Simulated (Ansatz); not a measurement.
## Property card for ZrAg

ZrAg:
```cif
data_Ag4Zr4
_chemical_formula_sum 'Zr4 Ag4'
_space_group_name_H-M_alt 'Cmcm'
_space_group_IT_number 63
_space_group_name_Hall '-C 2c 2'
_cell_length_a 2.87569
_cell_length_b 11.40386
_cell_length_c 4.69617
_cell_angle_alpha 90.000
_cell_angle_beta 90.000
_cell_angle_gamma 90.000
loop_
_atom_site_label
_atom_site_type_symbol
_atom_site_symmetry_multiplicity
_atom_site_Wyckoff_symbol
_atom_site_fract_x
_atom_site_fract_y
_atom_site_fract_z
_atom_site_occupancy
Zr1 Zr 4 c 0.00000 0.33679 0.25000 1
Ag1 Ag 4 c 0.00000 0.06995 0.25000 1
```
(The calculation used a cell of 4 atoms; values per cell refer to that cell.)

Space group Cmcm (No. 63); conventional cell a = 2.876 Å, b = 11.404 Å, c = 4.696 Å, α = β = γ = 90.00°.

Method: PBEsol (plane waves, PAW; program Ansatz). Geometry: relaxed at this level of theory. Other levels are named where they apply.

Cell and energy:

```
Quantity                                                       Result
-----------------------------------------------------  --------------
Volume per atom                                              19.25 Å³
Density                                                    8.59 g/cm³
Formation energy from the elements (no fitted shifts)  -0.042 eV/atom
```

Electronic structure:

```
Quantity                                                                    Value
------------------------------------  -------------------------------------------
Electronic character                                            metallic (no gap)
Density of states at the Fermi level  1.1 states/eV per atom (mean over ±0.08 eV)
```

Mechanics:

```
Item                                  Value
----------------------------------  -------
Bulk modulus (Birch–Murnaghan fit)  116 GPa
Pressure derivative B′                  4.4
```

The start of the workflow was typed in or built on a structure type; neither database checked (COD, Materials Project) lists it. COD files the formula under space group No. 129. Whether it is the stable phase at ambient conditions was not checked. The cell was relaxed with PBEsol under the symmetry of its start; whether a distortion lowers the energy is not shown. The run is not spin-polarised. Axis ratios of metals converge slowly with the k-mesh, so a and c are less sure than the volume. The references are the lowest solids computed at this level, not always the standard phases. Spin–orbit coupling is left out wherever it is not named.

Potentials: the earlier of the program's two PAW sets. The files were generated under PBE; for other functionals the program regenerates the frozen cores, and for LDA and PBEsol the local potential too.
